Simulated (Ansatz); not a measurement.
input.yaml (Ansatz)

```yaml
crystal:
  lattice:
    - [7.0686539647, 0.0, 0.0]
    - [-3.5343269823, 6.121633904, 0.0]
    - [0.0, 0.0, 4.3330848804]
  atoms:
    - { symbol: Ba, position: [0.0, 0.0, 0.0] }
    - { symbol: Ba, position: [0.3333333333, 0.6666666667, 0.5] }
    - { symbol: Ba, position: [0.6666666667, 0.3333333333, 0.5] }
hamiltonian:
  xc: blyp
  pseudopotentials:
    kind: paw
    azcp:
      Ba: "pseudopotentials/Ba.paw.azcp"
basis:
  ecutwfc: 420
  fft_grid_basis: typed
kpoints:
  mp_grid: { grid: [5, 5, 7], shift: [0, 0, 0] }
magnetization:
  spin_polarized: false
scf:
  occupations: { method: fermi_dirac, width: 0.1 }
relax:
  max_steps: 60
  f_tol: 0.01
  cell: {}
output:
  write_density: true
  write_potential: true
  elf: true
  volumetric_format: npy
```

Terminal output

```
Engine: ansatz 0.2.0, aarch64-unknown-linux-gnu
Pseudopotentials: kind: paw
Pseudopotential: Ba, paw, valence charge 10, recommended cutoff 420 eV (normal) 
Functional definition: BLYP
  parameter beta = 0.0042
  parameter a = 0.04918
  parameter b = 0.132
  parameter c = 0.2533
  parameter d = 0.349
  exchange = b88_x(beta = beta)
  correlation = lyp_c(a = a, b = b, c = c, d = d)
Crystal: 3 atoms, lattice volume = 187.500 Å³
Basis set: ecut = 420 eV, 3621 PW (Γ), exchange–correlation on 96×96×60 points (8 copies of the dense FFT grid, shifted against one another)
Bands: 19, of which v1, the nominal top of the filled ones, is band 15 counted from 1 (14 counted from 0)
Symmetry: 24 space group operations
Space group: P6/mmm (ITA 191), of the structure as read, at distance tolerance 5.7e-5 Å
k-points: 20 of 175
Non-local potential: Ba, projectors of the file, l = 0: 3, l = 1: 2, l = 2: 2, l = 3: 2
PAW form: soft (Blöchl's): semilocal exchange-correlation on the pseudo side does not see the compensation charge
PAW frozen core: Ba, regenerated for the run's functional, and the local potential with it (the file was generated under x = pbe(κ = 0.804, μ = 0.2195149727645171), c = pbe(β = 0.06672455060314922))
PAW one-centre angular grid: Ba, 194 points (default); XC on 64 Gauss nodes
Initial density: superposition of atomic densities (neutral atoms: chi_scale 0, normalization atom), corrected by the library's trained network
Initial wavefunctions: pseudopotential atomic-orbital guess
Functional: x = b88, c = lyp
SCF iter   1: F=—  HF=-17904.803582 eV  |F-HF|=—  |Δ(HF+E_count)|=         —  Δρ=2.49e-3  dr2=4.87e-2  ethr=1.77e-3  ⟨swp⟩=8.3  Hψ=5033  notcnv=0
automatic band count: the SCF goes on with 23 bands, as 19 were too few: the levels above may hold too much charge
SCF iter   2: F=—  HF=-17904.800023 eV  |F-HF|=—  |Δ(HF+E_count)|=   3.56e-3  Δρ=1.49e-3  dr2=1.91e-2  ethr=1.62e-4  ⟨swp⟩=1.1  Hψ=621  notcnv=0
SCF iter   3: F=—  HF=-17904.799505 eV  |F-HF|=—  |Δ(HF+E_count)|=   5.17e-4  Δρ=3.18e-4  dr2=3.20e-4  ethr=6.36e-5  ⟨swp⟩=2.1  Hψ=552  notcnv=0
SCF iter   4: F=—  HF=-17904.799731 eV  |F-HF|=—  |Δ(HF+E_count)|=   2.25e-4  Δρ=1.32e-4  dr2=6.03e-5  ethr=1.07e-6  ⟨swp⟩=3.0  Hψ=821  notcnv=0
...
basis re-selected at this cell: Δ(F+E_penalty+E_count) = -9.282e-5 eV, ΔP = +0.000 GPa vs the last step (what re-selecting the basis moved, of the pressure what is left beyond the Pulay correction that the steps carried, after the strain that the cell walked since its last selection, with what the two solves' SCF thresholds leave and, on support functions, any second-order correction that the steps lacked; it is no measure of the basis error at this ecutwfc). The dense FFT grid was sized anew with the basis: this SCF ran on 50×50×30 points, the steps before it on 48×48×30, so part of this shift can come from that change (see relax.cell in the input reference). This SCF's stress stands 3.97e-2 GPa from its target on what of the cell is left free (relax.cell.stress_tol is 5.00e-2 GPa) and its largest allowed force component is 1.85e-17 eV/Å (relax.f_tol is 1.00e-2 eV/Å): within both
SCF converged after 5 iterations
Free energy (F): -17904.835406 eV
Harris-Foulkes:  -17904.835406 eV  (|F-HF|=5.82e-11)
Internal energy: -17904.639491 eV  (E = F + TS)
E sigma→0 (E₀):  -17904.737448 eV
Entropy (-TS):   -0.195914 eV (-65.305 meV/atom)
Fermi energy:    5.851713 eV
--- Per-component energies (eV) ---
  E_band       = -260.504702
  E_kinetic    = 498.171741
  E_local      = -1187.126674  (includes V_loc(G=0)·N_el)
  E_nonlocal   = 172.621818
  E_hartree    = 377.014723
  E_xc         = -490.659598
  E_vxc        = -389.382808  (∫ρ·V_xc dr)
  E_paw        = -15742.453411  (= ΣΔE_a)
  E_vpaw       = -108.818294  (= ΣTr[D̂ρ^β])
  E_aug_tail   = -0.000006  (compensation charges beyond the density's cutoff)
  E_ewald      = -1532.449326
  E_core_change = 0.241242  (= ΣΔE_core)
  E_smearing   = -0.195914  (= −TS)
  E_closure    = 0.000000  (closes the sum)
  Σ components = -17904.835406   (vs F -17904.835406, Δ=0.00e0)
--- Forces (eV/Å), atoms counted from 1 ---
  atom   1  Ba     0.00000000    -0.00000000     0.00000000
  atom   2  Ba     0.00000000     0.00000000    -0.00000000
  atom   3  Ba     0.00000000    -0.00000000     0.00000000
  max |Σ_I F_I| component: 1.39e-17 eV/Å
--- Stress (GPa, compression-positive) ---
        0.039659       0.000000       0.000000
        0.000000       0.039659       0.000000
        0.000000       0.000000       0.032772
  P = ⅓ Tr σ = 0.0374 GPa (0.374 kbar)
--- Band table (eV; the first three rows and the last of 20) ---
  k-point 0: bands = ["-23.3202", "-23.2780", "-23.2394", "-8.5995", "-8.5995", "-8.4550", "-8.4550", "-8.3366", "-8.2621", "-8.2589", "-8.2589", "-8.2402", "3.1885", "5.5380", "6.3247", "6.3247", "6.3283", "6.3574", "6.3574", "7.1606", "7.7629", "7.7629", "8.3010"]
  k-point 1: bands = ["-23.3165", "-23.2747", "-23.2364", "-8.5925", "-8.5925", "-8.4403", "-8.4403", "-8.3922", "-8.3164", "-8.3020", "-8.2624", "-8.2624", "3.4287", "5.8309", "6.1908", "6.1908", "6.2303", "6.2303", "6.7386", "7.4231", "7.6749", "7.6749", "8.0646"]
  k-point 2: bands = ["-23.3081", "-23.2675", "-23.2296", "-8.5767", "-8.5767", "-8.5134", "-8.4369", "-8.4350", "-8.4021", "-8.4021", "-8.2750", "-8.2750", "4.0647", "5.8253", "5.8253", "6.0069", "6.0069", "6.2872", "7.5922", "7.5922", "7.6466", "7.6466", "7.8895"]
  k-point 19: bands = ["-23.2856", "-23.2774", "-23.2243", "-8.6483", "-8.5958", "-8.5666", "-8.5158", "-8.4466", "-8.4032", "-8.3386", "-8.3249", "-8.2756", "5.1363", "5.3953", "5.8236", "6.0267", "6.2613", "6.3175", "6.6530", "7.1161", "7.4918", "7.6318", "7.8282"]
--- Relaxed structure (3 steps of the walk, 3 accepted, 1 SCFs on fresh bases) ---
  F+E_penalty+E_count = -17904.83540551 eV   max|allowed force component| = 1.850e-17 eV/Å   (the final SCF, on the basis selected at the relaxed cell)
  cell:  # Å, volume = 201.4724 Å³
    - [7.306024509866947, -2.983705880970266e-11, 2.1056537804460848e-29]
    - [-3.6530122549076345, 6.3272028262314475, -4.464410145430923e-18]
    - [2.3328701923970448e-33, -3.160049817483899e-18, 4.358355926380272]
  atoms:
    - { symbol: Ba, position: [-7.636529271910638e-35, -1.1186149026182158e-34, 0.0] }
    - { symbol: Ba, position: [0.3333333333333333, 0.6666666666666666, 0.49999999999999994] }
    - { symbol: Ba, position: [0.6666666666666665, 0.33333333333333337, 0.49999999999999994] }
```

Launched by

```sh
ansatz run input.yaml --threads 2 --pin off --max-ram 5120MiB --backend cpu --events-out ev --progress --plain --runs-dir out
```

On 2 threads of Arm Neoverse V1 (shared host) this took about 12 s of wall time and 24 s of CPU time.
